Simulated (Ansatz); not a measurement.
Level of theory: DFT PBE, scalar-relativistic, plane waves, PAW in Ansatz 0.2.0. Settings: cutoff 420 eV, Γ-centred meshes spaced at most about 0.3 Å⁻¹, and about 0.25 Å⁻¹ or finer for metals (2π included), Gaussian smearing. No spin polarisation in the final relaxations.

These are static total energies at zero pressure.

Compare these two cells of Ta5Ru, each relaxed at this level.

A.

Space group P-6m2 (No. 187). a = 2.909 Å, b = 2.909 Å, c = 14.586 Å, α = 90.00°, β = 90.00°, γ = 120.00°
```json
{"atom": "Ta", "site": "1c", "symmetry": "-6m2", "x": "0.3333", "y": "0.6667", "z": "0.0000"}
{"atom": "Ta", "site": "2h", "symmetry": "3m.", "x": "0.3333", "y": "0.6667", "z": "0.3502"}
{"atom": "Ta", "site": "2i", "symmetry": "3m.", "x": "0.6667", "y": "0.3333", "z": "0.1757"}
{"atom": "Ru", "site": "1f", "symmetry": "-6m2", "x": "0.6667", "y": "0.3333", "z": "0.5000"}
```

B.

Space group P4/mmm (No. 123). a = 3.240 Å, b = 3.240 Å, c = 9.972 Å, α = 90.00°, β = 90.00°, γ = 90.00°
```tsv
atom	site	symmetry	x	y	z
Ta	2g	4mm	0.0000	0.0000	0.1699
Ta	2h	4mm	0.5000	0.5000	0.3413
Ta	1c	4/mmm	0.5000	0.5000	0.0000
Ru	1b	4/mmm	0.0000	0.0000	0.5000
```

Question: Which is lower in energy, and by how much?

Answer: B is lower, by 0.37 eV/atom. A has Ta and Ru ordered on hcp sites, space group P-6m2 (No. 187), 17.8 Å³/atom and no gap on its mesh; B has Ta and Ru ordered on bcc sites, space group P4/mmm (No. 123), 17.4 Å³/atom and no gap. Counting all near atoms (those within 1.25 times the shortest distance at each site; a plus sign parts nearer from farther groups), A has Ta 12, Ru 12 and B has Ta 8+6, Ru 8+6. In A, Ta on a site of symmetry -6m2 has 12 Ta at 2.91–3.06 Å; Ta on a site of symmetry 3m is surrounded by 3 Ru at 2.76 Å and 9 Ta at 2.91–3.05 Å; Ru is surrounded by 6 Ta at 2.76 Å and 6 Ru at 2.91 Å; 1 more site not described. In B, Ta on a site of symmetry 4mm has 8 Ta at 2.85–2.86 Å, 5 Ta at 3.24–3.39 Å and 1 Ru at 3.29 Å; around Ta on a second site of symmetry 4mm lie 4 Ru at 2.78 Å, 4 Ta at 2.86 Å and 6 Ta at 3.16–3.40 Å; around Ru lie 8 Ta at 2.78 Å, 4 Ru at 3.24 Å and 2 Ta at 3.29 Å; 1 more site not described. Both come from invented guesses.

These runs have no spin–orbit coupling, which can matter for Ta. With atoms moved at random, P4/mmm came back. Other cells relaxed within their symmetry can be saddle points.
